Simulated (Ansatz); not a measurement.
Bi:
```yaml
crystal:
  lattice:
    - [0.00000, 3.64473, 3.64473]
    - [3.64473, 0.00000, 3.64473]
    - [3.64473, 3.64473, 0.00000]
  atoms:
    - { symbol: Bi, position: [0.00000, 0.00000, 0.00000] }
    - { symbol: Bi, position: [0.25000, 0.25000, 0.25000] }
```

Relaxed with PBE. Special points in fractions of this cell's reciprocal vectors: Γ (0.000, 0.000, 0.000); X (0.500, 0.000, 0.500); U (0.625, 0.250, 0.625); K (0.375, 0.375, 0.750); L (0.500, 0.500, 0.500); W (0.500, 0.250, 0.750).

### Question
List the band energies nearest the Fermi level at these points for DFT-PBE in the program Ansatz with PAW potentials.

### Answer
In eV from the Fermi level; about four levels below and three above (degenerate sets whole), none deeper than 8.9 eV; points with the same levels are listed once.

```tsv
k	below	above
Γ	-7.82 -1.23 -1.23 -1.23	0.93 0.93 0.93
X	-2.81 -2.81 -0.33 -0.33	4.29 4.29 6.03 6.03
U	-3.26 -2.58 -0.42	1.06 3.25 3.49
L	-2.29 -1.99 -1.99	1.95 1.95 3.78
W	-3.06 -3.06	0.63 0.63 2.93 2.93
```

Space group Fd-3m (diamond). The start of the workflow was typed in or built on a structure type; neither database checked (COD, Materials Project) lists it. It is not the phase usual at ambient conditions (space group No. 166). Symmetry was held in the PBE relaxation; whether a distortion lowers the energy is not shown. Scalar-relativistic: spin–orbit coupling is off unless named, which matters more the heavier the elements.

Potentials: the earlier of the program's two PAW sets.
